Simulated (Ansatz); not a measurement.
## Frozen-phonon scan for Nb3Sn (A15, Cr3Si type)

Starting cell, Nb3Sn (A15, Cr3Si type):

```
Nb3Sn
1.0
   10.63863     0.00000     0.00000
    5.31932     5.31932     0.00000
    5.31932     0.00000     5.31932
Nb Sn
12 4
Direct
  0.87500   0.00000   0.50000
  0.37500   0.00000   0.50000
  0.12500   0.00000   0.50000
  0.62500   0.00000   0.50000
  0.62500   0.50000   0.25000
  0.12500   0.50000   0.25000
  0.37500   0.50000   0.75000
  0.87500   0.50000   0.75000
  0.12500   0.25000   0.00000
  0.62500   0.25000   0.00000
  0.87500   0.75000   0.00000
  0.37500   0.75000   0.00000
  0.00000   0.00000   0.00000
  0.50000   0.00000   0.00000
  0.75000   0.50000   0.50000
  0.25000   0.50000   0.50000
```

The atoms are displaced by Q × the pattern below (from a DFPT mode at R = (0.5, 0.5, 0.5), largest move 1; Q in Å), at fixed cell. It is one choice among 6 degenerate patterns. (q is in reciprocal vectors of the primitive cell; the cell shown is doubled to hold the pattern.)

| atom | x | y | z |
|---|---|---|---|
| Nb5 | 0.572 | 0.000 | 0.000 |
| Nb6 | -0.572 | 0.000 | 0.000 |
| Nb7 | -0.572 | 0.000 | 0.000 |
| Nb8 | 0.572 | 0.000 | 0.000 |
| Nb9 | 0.000 | 0.779 | 0.000 |
| Nb10 | 0.000 | -0.779 | 0.000 |
| Nb11 | 0.000 | -0.779 | 0.000 |
| Nb12 | 0.000 | 0.779 | 0.000 |
| Sn15 | 0.000 | 0.000 | -1.000 |
| Sn16 | 0.000 | 0.000 | 1.000 |

Atoms not listed stay in place.

These are PBE (plane waves to 420 eV, PAW, scalar-relativistic; Ansatz, an electronic-structure program) values and carry that method's errors. k mesh 9×9×9 (Γ-centred), Fermi-Dirac smearing 0.05 eV. Energies are smeared free energies. Compression counts positive. Left out: 4 of 13 points, with atoms too close for the PAW data. With partly filled bands, energies and forces of such displacements shift with the k mesh and the smearing. Nb3Sn is run without spin polarisation. Nb3Sn was relaxed with its symmetry unable to fall. ΔE is measured from the undisplaced structure.

| Q (Å) | ΔE (meV/cell) | −dE/dQ from forces (eV/Å) | P (GPa) |
|---|---|---|---|
| -0.120 | 620 | 10.576 | 1.1 |
| -0.090 | 345 | 7.770 | 0.6 |
| -0.060 | 152 | 5.107 | 0.3 |
| -0.030 | 38 | 2.533 | 0.1 |
| 0.000 | 0 | 0.000 | 0.0 |
| 0.030 | 38 | -2.533 | 0.1 |
| 0.060 | 152 | -5.107 | 0.3 |
| 0.090 | 345 | -7.770 | 0.6 |
| 0.120 | 620 | -10.576 | 1.1 |

Key numbers:

The energy at Q = 0.120 Å comes out as 620 meV/cell. Space group of the distorted cell: Fmmm (No. 69), lowered from Pm-3n. Symmetry of the curve: even: the same for both signs. Shape of the curve: a single well with its minimum at or next to zero displacement. Harmonic wavenumber from the curvature (finite differences): 198 cm⁻¹.

(A displaced cell: forces are minus the slopes of the energy, force constants its curvatures, and phonons follow from these.)
